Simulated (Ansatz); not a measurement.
# Relaxing TlOs in the L11 type

First guess:

```yaml
crystal:
  lattice:
    - [1.63020, -0.94120, 5.32533]
    - [0.00000, 1.88240, 5.32533]
    - [-1.63020, -0.94120, 5.32533]
  atoms:
    - { symbol: Os, position: [0.00000, 0.00000, 0.00000] }
    - { symbol: Tl, position: [0.50000, 0.50000, 0.50000] }
```

Method: DFT, r2SCAN, PAW with Ansatz's default frozen-core files, scalar-relativistic (Ansatz 0.2.0).

Cell and atoms relax within the symmetry of the start on a 12×12×12 k mesh with 0.05 eV Fermi–Dirac smearing.

The start is built from a prototype, known or not as a phase of this compound; the cutoff is 500 eV.

Spin polarisation is left out, and whether a magnetic state lies lower isn't shown here.

Spin–orbit coupling is left out, though it moves levels of the heavy atoms by tenths of an eV or more.

Q: What is the pressure of the first guess?

A: -23.0 GPa.

Q: What does it relax to?

A: a = 3.075 Å, b = 3.075 Å, c = 13.175 Å, α = 90.00°, β = 90.00°, γ = 120.00° (conventional cell), 17.98 Å³ per atom:
```
CELL_PARAMETERS angstrom
1.53741 -0.88763 4.39152
0.00000 1.77525 4.39152
-1.53741 -0.88763 4.39152
ATOMIC_POSITIONS crystal
Os 0.00000 0.00000 0.00000
Tl 0.50000 0.50000 0.50000
```

Q: How much energy does the relaxation release?

A: 754 meV/atom.
